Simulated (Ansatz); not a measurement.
NbAs:
```yaml
crystal:
  lattice:
    - [5.66228, 0.00000, 0.00000]
    - [-2.83114, 4.90368, 0.00000]
    - [0.00000, 0.00000, 4.25786]
  atoms:
    - { symbol: Nb, position: [0.50000, 0.00000, 0.00000] }
    - { symbol: Nb, position: [0.50000, 0.50000, 0.00000] }
    - { symbol: Nb, position: [0.00000, 0.50000, 0.00000] }
    - { symbol: As, position: [0.00000, 0.00000, 0.00000] }
    - { symbol: As, position: [0.33333, 0.66667, 0.50000] }
    - { symbol: As, position: [0.66667, 0.33333, 0.50000] }
```

Relaxed with PBE. Special points in fractions of this cell's reciprocal vectors: Γ (0.000, 0.000, 0.000); M (0.500, 0.000, 0.000); K (0.333, 0.333, 0.000); A (0.000, 0.000, 0.500); L (0.500, 0.000, 0.500); H (0.333, 0.333, 0.500).

**Question.** List the band energies nearest the Fermi level at these points for PBE (plane waves, PAW; program Ansatz).

**Answer.** In eV from the Fermi level; about four levels below and three above (degenerate sets whole), none deeper than 8.9 eV; points with the same levels are listed once.

```tsv
k	below	above
Γ	-2.52 -2.52 -1.48 -1.48 -0.02	0.49 0.49 1.00
M	-2.35 -1.61 -0.38 -0.34	0.06 0.70 1.00
K	-2.40 -2.31 -1.53 -1.53	0.09 0.09 0.95
A	-2.22 -2.22 -2.00 -1.90	0.56 0.56 1.10 1.10
L	-1.82 -1.20 -0.76 -0.62	0.00 0.37 0.56
H	-1.49 -1.24 -0.66 -0.66	0.54 0.57 0.57
```

Space group P6/mmm. The cell is a constructed one: a structure type filled with these elements; neither database checked (COD, Materials Project) lists it. COD files the formula under space group No. 109, so this cell is another polymorph or a model. Whether it is the stable phase at ambient conditions was not checked. Symmetry was held in the PBE relaxation; its stability against distortions is not shown here. No spin polarisation was allowed. Spin–orbit coupling is left out wherever it is not named.

Potentials: the later of the program's two PAW sets.
